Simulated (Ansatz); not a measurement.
Cell and atoms are relaxed with the symmetry kept. Start:

```yaml
crystal:
  lattice:
    - [0.00000, 3.14647, 3.14647]
    - [3.14647, 0.00000, 3.14647]
    - [3.14647, 3.14647, 0.00000]
  atoms:
    - { symbol: K, position: [0.00000, 0.00000, 0.00000] }
    - { symbol: Cl, position: [0.50000, 0.50000, 0.50000] }
```

Method: DFT r2SCAN, scalar-relativistic, plane waves, PAW (Ansatz 0.2.0).

Cutoff 500 eV; k points 6×6×6 on the computed 2-atom cell (Γ-centred); Gaussian smearing, width 0.02 eV; no spin polarisation.

**Question.** What does it relax to?

**Answer.** The volume stays the same within 0.01 Å³/atom to 31.15 Å³/atom, and the energy changes by under 0.1 meV/atom. Final structure:
Space group Fm-3m (No. 225). a = 6.293 Å, b = 6.293 Å, c = 6.293 Å, α = 90.00°, β = 90.00°, γ = 90.00°
```tsv
atom	site	symmetry	x	y	z
K	4a	m-3m	0.0000	0.0000	0.0000
Cl	4b	m-3m	0.5000	0.0000	0.0000
```